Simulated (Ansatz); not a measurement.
Hf$_{2}$N:
```xyz
6
Lattice="5.2958 0.0000 0.0000 0.0000 5.2958 0.0000 0.0000 0.0000 3.2262" Properties=species:S:1:pos:R:3 pbc="T T T"
Hf     1.5643     1.5643     0.0000
Hf     3.7315     3.7315     0.0000
Hf     1.0836     4.2122     1.6131
Hf     4.2122     1.0836     1.6131
N      0.0000     0.0000     0.0000
N      2.6479     2.6479     1.6131
```

Relaxed with PBEsol. Special points in fractions of this cell's reciprocal vectors: Γ (0.000, 0.000, 0.000); X (0.000, 0.500, 0.000); M (0.500, 0.500, 0.000); Z (0.000, 0.000, 0.500); R (0.000, 0.500, 0.500); A (0.500, 0.500, 0.500).

Problem. List the band energies nearest the Fermi level at these points for PBEsol with spin–orbit coupling (plane waves, PAW; program Ansatz).

Solution. In eV from the Fermi level; about four levels below and three above (degenerate sets whole), none deeper than 8.9 eV; points with the same levels are listed once.

```
k                    below                above
-  -----------------------  -------------------
Γ  -2.23 -2.23 -0.21 -0.21  0.70 0.70 0.89 0.89
X  -1.14 -1.14 -1.14 -1.14  1.31 1.31 1.31 1.31
M  -1.48 -1.48 -1.48 -1.48  1.02 1.02 1.02 1.02
Z  -1.22 -1.22 -1.22 -1.22  2.14 2.14 2.14 2.14
R  -1.03 -1.03 -0.99 -0.99  1.65 1.65 1.82 1.82
A  -0.64 -0.64 -0.64 -0.64  1.24 1.24 1.24 1.24
```

Space group P4_2/mnm (anti-rutile). The first step of the workflow began from a Materials Project structure, measured or hypothetical; the Crystallography Open Database copy checked does not list it. Whether it is the stable phase at ambient conditions was not checked. Symmetry was held in the PBEsol relaxation; of distortions, only those at the zone centre were tested. No spin polarisation was allowed.

Potentials: the later of the program's two PAW sets.
